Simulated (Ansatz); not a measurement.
One crystal and one scan (energy against volume) at two levels, PBE (plane waves to 420 eV, PAW, scalar-relativistic; Ansatz, a first-principles code) and r2SCAN (plane waves to 500 eV, PAW, scalar-relativistic; Ansatz), each from its own relaxed cell and on its own mesh. The cell shown is that of PBE.

ZrB2 (AlB2 type, space group P6/mmm)

```xyz
3
Lattice="3.1714 0.0000 0.0000 -1.5857 2.7465 0.0000 0.0000 0.0000 3.5413" Properties=species:S:1:pos:R:3 pbc="T T T"
Zr     0.0000     0.0000     0.0000
B      0.0000     1.8310     1.7707
B      1.5857     0.9155     1.7707
```

This relaxed cell (volume V₀) is scaled evenly in all directions, its shape held. Symmetry pins the atoms to their sites.

E stands for the smeared free energy. ZrB2 is run without spin polarisation. ZrB2 was relaxed with its symmetry unable to fall. With the shape held, the modulus is that of even scaling; a crystal free to change shape is softer. Percentages come from the unrounded values. Both scans cover V/V₀ from 0.900 to 1.100.

Results of PBE:

```
Property                                                                     Result
---------------------------------------------------------------------------  ------
Lattice constant a (Å)                                                        3.171
Lattice constant c (Å)                                                        3.541
Pressure at the smallest volume (GPa)                                          30.9
Bulk modulus at fixed cell shape B₀ (third-order Birch-Murnaghan fit) (GPa)   238.8
Pressure for 5 % compression (fit) (GPa)                                       13.5
```

**Question.** What does r2SCAN give for the same quantities?

**Answer.** 
| quantity | r2SCAN | PBE − r2SCAN |
|---|---|---|
| Lattice constant a (Å) | 3.168 | +0.003 (+0.1 %) |
| Lattice constant c (Å) | 3.550 | -0.009 (-0.3 %) |
| Pressure at the smallest volume (GPa) | 31.4 | -0.5 (-1.6 %) |
| Bulk modulus at fixed cell shape B₀ (third-order Birch-Murnaghan fit) (GPa) | 243.0 | -4.2 (-1.7 %) |
| Pressure for 5 % compression (fit) (GPa) | 13.8 | -0.3 (-2 %) |

PBE gives the lower value for: lattice constant c; pressure at the smallest volume; bulk modulus at fixed cell shape B₀; pressure for 5 % compression. They agree on: lattice constant a (within 0.2 %). Neither level is exact: the differences show how much the result hangs on the functional.

(A scan under strain: stresses follow from slopes of the energy per volume, elastic moduli from its curvatures.)
